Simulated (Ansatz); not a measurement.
YGePd2 in space group Pnma (No. 62; Y on 4c, Ge on 4c, Pd on 8d), r²SCAN (plane waves, PAW; program Ansatz), all energies at zero smearing, with the estimated change up to a 700 eV cutoff added, with one set of potentials and settings (totals compare only within such a set). Cell of 16 atoms (4 Y, 4 Ge, 8 Pd): -88551.672 eV.

```
element                reference phase  E (eV/atom)
-------  -----------------------------  -----------
Y        P6_3/mmc, 2 atoms in the cell   -3859.7073
Ge          Fd-3m, 2 atoms in the cell   -4302.9041
Pd          Fm-3m, 1 atoms in the cell   -6985.7456
```

Formation energy per atom, worked out: (-88551.672 − 4×(-3859.7073) − 4×(-4302.9041) − 8×(-6985.7456))/16 = -0.954 eV/atom (-92 kJ per mol of atoms), at 0 K, without zero-point energy or fitted corrections.

The workflow started from a Materials Project entry (that database holds measured and hypothetical structures alike); the Crystallography Open Database copy checked does not list it. Whether it is the stable phase at ambient conditions was not checked. Symmetry was held in the r²SCAN relaxation; whether a distortion lowers the energy is not shown. The run is not spin-polarised. The references are the lowest solids computed at this level, not always the standard phases.

Potentials: the later of the program's two PAW sets.
